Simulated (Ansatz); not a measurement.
This HfCl2 structure is the end of a relaxation. The cell was found from a structure generator's guess, not taken from experiment.

Computed with DFT PBE+D3(BJ), scalar-relativistic, plane waves, PAW in Ansatz. Cutoff 420 eV, Γ-centred mesh, Gaussian smearing, no spin polarisation.

```cif
data_structure
_symmetry_space_group_name_H-M 'P 1'
_symmetry_Int_Tables_number 1
_cell_length_a 6.9695
_cell_length_b 6.9695
_cell_length_c 6.9695
_cell_angle_alpha 26.894
_cell_angle_beta 26.894
_cell_angle_gamma 26.894
_cell_volume 61.09
loop_
_atom_site_label
_atom_site_type_symbol
_atom_site_fract_x
_atom_site_fract_y
_atom_site_fract_z
_atom_site_occupancy
Hf1 Hf 0.50000 0.50000 0.50000 1
Cl1 Cl 0.74324 0.74324 0.74324 1
Cl2 Cl 0.25676 0.25676 0.25676 1
```

The zero of energy is the elements' standard structures at the same level (Cl₂ as a molecule); no fitted shifts are applied.

Question: What space group does it have?

Answer: R-3m (No. 166), the cadmium chloride type. Conventional cell: a = 3.241 Å, c = 20.141 Å. Around Hf lie 6 Cl at 2.61 Å and 6 Hf at 3.24 Å; Cl has 3 Hf at 2.61 Å.

Question: How far does it lie from the elements in energy?

Answer: −1.55 eV/atom. Whether it is stable depends on the other phases of the system, which aren't compared here.

Question: Is it a metal?

Answer: Yes, bands cross the Fermi level on the 18×18×18 mesh.

The last run used an 18×18×18 mesh for its 3-atom cell and Gaussian smearing of 0.10 eV. These runs have no spin–orbit coupling, which can matter for Hf. Symmetry constrained the relaxation, so the result can be a saddle point.
